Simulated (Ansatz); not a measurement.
The elements of this relaxed trial crystal are hidden behind letters.

```
lattice vectors (Å)
  -1.4304    1.4304    9.1443
   1.4304   -1.4304    9.1443
   1.4304    1.4304   -9.1443
fractional positions
X 0.8879 0.8879 0.0000
X 0.5000 0.5000 0.0000
X 0.1121 0.1121 0.0000
Z 0.7068 0.7068 0.0000
Z 0.2932 0.2932 0.0000
Q 0.0000 0.0000 0.0000
Q 0.6132 0.6132 0.0000
Q 0.2118 0.2118 0.0000
Q 0.7882 0.7882 0.0000
Q 0.3868 0.3868 0.0000
```

The calculation used DFT PBE, scalar-relativistic, plane waves, PAW in Ansatz 0.2.0. The final run on the 10-atom cell used 420 eV, a Γ-centred 14×14×14 mesh, 0.02 eV smearing and no spin polarisation.

* Space group: I4/mmm (No. 139)
* Conventional cell: a = 2.861 Å, c = 18.289 Å
* Volume per atom: 7.48 Å³
* Density: 3.83 g/cm³
* Energy over the elements: −0.414 eV/atom
* Gap on the 14×14×14 mesh of the 10-atom cell: 2.00 eV

Energies are uncorrected and count from the elements' standard states at the same level.

Question: X is a p-block element of period 3, Z is a p-block element of period 2 and Q is a p-block element of period 2. Which elements are they?

Answer: X = Al, Z = B, Q = N, so the formula is Al3B2N5. Density times volume gives a mean mass of 3.83 × 7.48/1.6605 = 17.3 u per atom, and this set has 17.3 u. Al on a site of symmetry 4mm is surrounded by 1 N at 1.82 Å and 5 N at 2.02–2.05 Å; around B lie 1 N at 1.49 Å and 1 N at 1.71 Å; N on a site of symmetry 4/mmm has 6 Al at 2.02–2.05 Å; 3 more sites not described. Other sets within the hints have nearly the same mass, so mass alone doesn't settle it; this one was computed.

Kohn–Sham gaps at this level usually fall short of measured ones. A structure relaxed within its symmetry needn't be a true minimum. Another cell of Al3B2N5 relaxed alike, in Cm, lies 0.48 eV/atom lower, so this cell isn't the stable form at this level.
